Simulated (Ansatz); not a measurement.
Values for one crystal, relaxed and computed with the program Ansatz at the PBEsol level (PAW); other levels are named.

```yaml
volume_per_atom: 11.67 Å³
band_gap: 0.39 eV (indirect)
Poisson's ratio: 0.32
Highest zone-centre frequency (without LO–TO term): 693 cm^-1
Static dielectric constant ε0 (ions relaxed, cell fixed): 11.6 (xx), 10.7 (yy), 12.1 (zz)
debye_temperature_from_the_elastic_constants: 480 K
smallest_direct_gap_on_the_standard_path: 0.43 eV
```

Pick the material that matches.
A) Si3N4, P6_3/m (Si on 6h, N on 2c, N on 6h)
B) WO3, ReO3 type
C) CdSiN2, R-3m (Cd on 3a, Si on 3b, N on 6c)
D) ZnGaNO, Pmc2_1 (Zn on 2b, Ga on 2a, N on 2a, O on 2b)

D, ZnGaNO, Pmc2_1 (Zn on 2b, Ga on 2a, N on 2a, O on 2b)

The workflow started from a Materials Project entry (that database holds measured and hypothetical structures alike); the Crystallography Open Database copy checked does not list it. Its standing as an ambient phase is unchecked. The PBEsol relaxation kept the symmetry of its start; its stability against distortions is not shown here. Scalar-relativistic: spin–orbit coupling is off unless named, which matters more the heavier the elements.

Potentials: the later of the program's two PAW sets.
